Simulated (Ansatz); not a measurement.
Ga₃Ni₂: pressure against volume

Ga₃Ni₂, P-3m1, a = 4.010 Å, c = 4.848 Å. The structure is a COD entry; whether it is the stable form wasn't checked. Ansatz: PBEsol, PAW, 420 eV, Γ-centred 12×12×8 mesh on 5 atoms, Gaussian smearing 0.10 eV; no spin polarisation. Shape and atoms are relaxed at each volume; pressure is positive in compression.

| V (Å³/atom) | P (GPa) |
| --- | --- |
| 11.879 | ? |
| 12.284 | 16.92 |
| 12.689 | 10.26 |
| 13.094 | 4.68 |
| 13.499 | 0.00 |
| 13.904 | -3.92 |
| 14.309 | -7.19 |
| 14.849 | -10.69 |

Q: Take V0 = 13.499 Å³/atom, fit the third-order Birch–Murnaghan form to the other rows, and predict the missing pressure.

A: With the Eulerian strain f = ½[(V0/V)^(2/3) − 1] and y = P/[3f(1 + 2f)^(5/2)], the form is the line y = B0 + 1.5 B0 (B0′ − 4) f. Rows (f, y): 0.03245, 148.5; 0.02106, 146.5; 0.01026, 144.5; -0.00976, 140.6; -0.01905, 138.6; -0.03078, 135.7. Means f = 0.0006967, y = 142.40; Σ(Δf)² = 0.003004, ΣΔfΔy = 0.6020; the slope is their ratio. y = 142.3 + 200.4 f GPa, so B0 = 142.3 GPa and B0′ = 4 + 2 × (200.4)/(3 × 142.3) = 4.94. At V = 11.879, f = 0.04448, y = 151.21 and P = 24.97 GPa. The run gave 24.86 GPa, so the fit is 0.11 GPa too high, a small miss on the scale of the series.

Cost: 8 runs of about 21 core-minutes in all, on Arm Neoverse N1 (shared hosts).